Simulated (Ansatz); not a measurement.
La vacancy in LaSi3Rh

Computed with the plane-wave PAW code Ansatz (scalar-relativistic, PAW set soft_2): PBEsol, no spin polarisation, 420 eV cutoff, k-mesh 3×3×3.

The relaxed host crystal (no gap at this level of theory):

```
La Rh Si
1.0
    -2.11983    2.11983    4.89315
     2.11983   -2.11983    4.89315
     2.11983    2.11983   -4.89315
La Rh Si
1 1 3
Direct
  0.00016 0.00016 0.00000
  0.65388 0.65388 0.00000
  0.41173 0.41173 0.00000
  0.26211 0.76211 0.50000
  0.76211 0.26211 0.50000
```

Supercell of 25 atoms, rows of the matrix [[2,0,1],[0,1,2],[-1,-2,-2]] times the cell vectors; La vacancy at (0.000, 0.000, 0.000) in fractions of the cell above. Atoms are relaxed at the host's cell, from a start shaken by 0.03 Å near the defect. The cell loses 1 of its 5 La, so this is a heavily defective crystal.

Task: How does the lattice relax around the defect?

Result: Distances from the empty La site (Å), by shell of the perfect crystal:

| shell | perfect crystal | relaxed, charge 0 |
| --- | --- | --- |
| 8 Si | 3.13 (3.12 to 3.15) | 3.05 (3.02 to 3.09) |

| charge | gap of the cell on the mesh (eV) |
| --- | --- |
| 0 | 0.00 |

Formation energy of the neutral defect: 4.74 eV, taking atoms from and to the elements' standard states (no corrections for gases), so it belongs to those chemical potentials alone.

Caveats: small supercell, so energies and levels can be off by tenths of an eV; one random start near the defect, so other minima are possible.
